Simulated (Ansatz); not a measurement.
Ge2Mo in space group I4/mcm (No. 140; Ge on 8h, Mo on 4a), PBE in the plane-wave PAW code Ansatz, all energies at zero smearing, with the estimated change up to a 700 eV cutoff added, with one set of potentials and settings (totals compare only within such a set). Cell of 6 atoms (4 Ge, 2 Mo): -27092.203 eV.

```tsv
element	reference phase	E (eV/atom)
Ge	Fd-3m, 2 atoms in the cell	-4294.9847
Mo	Im-3m, 1 atoms in the cell	-4956.0212
```

Formation energy per atom, worked out: (-27092.203 − 4×(-4294.9847) − 2×(-4956.0212))/6 = -0.037 eV/atom (-4 kJ per mol of atoms), at 0 K, without zero-point energy or fitted corrections.

The cell is a constructed one: a structure type filled with these elements; neither database checked (COD, Materials Project) lists it. COD files the formula under space group No. 62, so this cell is another polymorph or a model. Its standing as an ambient phase is unchecked. Symmetry was held in the PBE relaxation; its stability against distortions is not shown here. The run is not spin-polarised. The references are the lowest solids computed at this level, not always the standard phases.

Potentials: the later of the program's two PAW sets.
